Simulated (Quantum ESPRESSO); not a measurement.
Ta2HfO6F2, a curve over one atom's position

Simulated, not a measurement. The program is pw.x of Quantum ESPRESSO 7.5 (plane-wave density functional theory). The cell is made up: 11 atoms on a fluorite lattice with one site empty, with randomly drawn elements, strain and displacements, not relaxed. PseudoDojo standard norm-conserving files (v0.5 for PBE, v0.4.1 for LDA and PBEsol) set the functional; there is no spin polarisation, spin-orbit coupling or dispersion term, and the masses in the input are unused placeholders.

The hafnium pseudopotential is less sure than the others, with forces about 3 percent (worst 6) and pressure in oxides about 1.5 GPa (worst 2.7) from a second method in checks, which no rerun with the same files tests.

Seven runs move atom 3 (Ta, counted in the order of the input) along y and keep all else fixed.

Input of the run at -0.0535:

```
&control calculation='scf', pseudo_dir='./dojo.nc.sr.pbe.v0_5.standard.upf', outdir='./o', disk_io='low', tprnfor=.true., tstress=.true. /
&system ibrav=0, nat=11, ntyp=4, nbnd=50, ecutwfc=84.00895049, nosym=.true., tot_charge=0,
 occupations='smearing', smearing='fd', degauss=0.0018374661
/
&electrons conv_thr=7.350e-09, electron_maxstep=60, /
ATOMIC_SPECIES
F 1.0 F.upf
Hf 1.0 Hf.upf
O 1.0 O.upf
Ta 1.0 Ta.upf
CELL_PARAMETERS angstrom
5.0311 -0.0223 0.0635
-0.0223 5.1497 -0.0385
0.0635 -0.0385 5.1134
ATOMIC_POSITIONS angstrom
Ta -0.0333 0.0137 0.0013
Hf 2.518 -0.0115 2.6028
Ta 2.4601 2.471 0.0001
O 1.2876 1.2852 1.3098
O 1.2723 1.2772 3.8521
F 1.2907 3.8308 1.1949
F 1.3091 3.7985 3.8424
O 3.7727 1.2329 1.2684
O 3.829 1.2173 3.8759
O 3.8013 3.8651 1.3005
O 3.8365 3.8062 3.8667
K_POINTS automatic
4 4 4 1 1 1
```

```
shift of atom 3 along y (Å)  free energy less that of the input shown (eV)  Fx on atom 3 (eV/Å)  Fy on atom 3 (eV/Å)  Fz on atom 3 (eV/Å)  pressure (GPa)  next band up at Gamma (eV)  iterations
                    -0.1843                                        -0.4121                3.684               -2.205                0.002          -17.30                       0.965          18
                    -0.1602                                        -0.3543                3.747               -2.583               -0.026          -17.56                       0.981          19
                    -0.0975                                        -0.1641                3.941               -3.459               -0.102          -18.03                       0.992          16
                    -0.0535                                         0.0000                4.105               -3.990               -0.157          -18.20                       0.969          18
                    +0.0791                                         0.6188                4.737               -5.285               -0.329          -17.92                       0.738          18
                    +0.1319                                         0.9099                5.049               -5.736               -0.403          -17.48                       0.600          18
                    +0.1758                                         1.1698                5.335               -6.109               -0.467          -16.97                       0.480          18
```

A cubic fit gives dFy/dy = -9.94 eV/Å² at zero shift. Across the table the free energy follows the integral of the force to within 0.1 meV. A rerun of one of the cells at 1437 eV and a 6 x 6 x 6 mesh moved values by no more than 0.002 eV in energy, 0.05 GPa in stress and 0.007 eV/Å in force. The band column is the level of band 45 at Gamma less that of band 44, whose number is half the electron count, rounded up; it comes from a band step after each run.